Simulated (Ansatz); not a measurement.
CaZn2Ge2:
Space group I4/mmm (No. 139); a = b = 4.2178 Å, c = 10.5884 Å, α = β = γ = 90.00°

```
atom  site  symmetry       x       y       z
----  ----  --------  ------  ------  ------
Ge      4e       4mm  0.0000  0.0000  0.3829
Ca      2a     4/mmm  0.0000  0.0000  0.0000
Zn      4d      -4m2  0.0000  0.5000  0.2500
```
(The calculation used a cell of 5 atoms; values per cell refer to that cell.)

Relaxed at zero pressure with PBEsol in the plane-wave PAW code Ansatz.

The volume is lowered by 9 % and shape and atoms relax at that volume. What pressure results, and how do the axes share the change?

7.7 GPa; a -3.5 %, b -3.5 %, c -2.3 %; the energy rises by 37 meV/atom.

Give the new structure.


Space group I4/mmm (No. 139); a = b = 4.0707 Å, c = 10.3442 Å, α = β = γ = 90.00°

```
atom  site  symmetry       x       y       z
----  ----  --------  ------  ------  ------
Ge      4e       4mm  0.0000  0.0000  0.3842
Ca      2a     4/mmm  0.0000  0.0000  0.0000
Zn      4d      -4m2  0.0000  0.5000  0.2500
```

The phase is kept; no other phase was compared at this pressure.

The workflow started from an entry of the Crystallography Open Database (COD). Whether it is the stable phase at ambient conditions was not checked. Symmetry was held in the PBEsol relaxation. At this level the phase is dynamically unstable (imaginary phonons).

Potentials: the later of the program's two PAW sets.
